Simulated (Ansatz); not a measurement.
AlN (wurtzite)

```xyz
4
Lattice="3.1138 0.0000 0.0000 -1.5569 2.6966 0.0000 0.0000 0.0000 4.9836" Properties=species:S:1:pos:R:3 pbc="T T T"
Al     0.0000     1.7978     4.9657
Al     1.5569     0.8989     2.4739
N      0.0000     1.7978     1.8857
N      1.5569     0.8989     4.3775
```

The slice is a (-1 1 0 2) plane (indices of the conventional cell) through the point (0.667, 0.333, 0.878) (fractional), spanned by u = [110] and v = [1 -1 1] in vectors of this cell: u (3.11 Å) and v (7.34 Å, at 90° to u). It covers one period; positions are fractions (u, v).

Level of theory: PBEsol (plane waves to 420 eV, PAW, scalar-relativistic; Ansatz, a program for electronic structure). k mesh 12×12×7. Near the nuclei the fields are pseudised (PAW); where an atom keeps semicore shells as valence, they peak there. AlN was relaxed with its symmetry unable to fall.

Question: Sketch the electrostatic potential energy of an electron, from the cell's mean on this plane as a map.

Answer: 
```
|xxx4776774xx|
|xxx7999997xx|
|x47899999874|
|678899999887|
|777899999877|
|777888888877|
|888877777888|
|888764446788|
|777520002577|
|xx4200x0024x|
|xx00xxxxx00x|
|xx00xxxxx00x|
|xx10xxxxx01x|
|6640xxxxx046|
|986200x00268|
|998520002589|
|999865556899|
|999887778899|
|998876667889|
|887631013678|
|875100x00157|
|7630xxxxx036|
|7600xxxxx006|
|750xxxxxxx05|
|x300xxxxx003|
|xxx0xxxxx0xx|
|xxx0000000xx|
|xxxx42124xxx|
```
Scale: ten equal steps from 0.00 (start of '0') to 8.32 (end of '9'), in the order '0123456789'. Values: electrostatic potential energy of an electron, from the cell's mean, in eV. The map has 12 points along u (one character each, u = 0 at the left) and 28 along v (v = 0 in the bottom row). Points within 0.8 Å of a nucleus are blanked (x), as the pseudised field means little there. Values under 0 eV are set to 0. The zero, the cell's mean, hangs on the PAW cores.
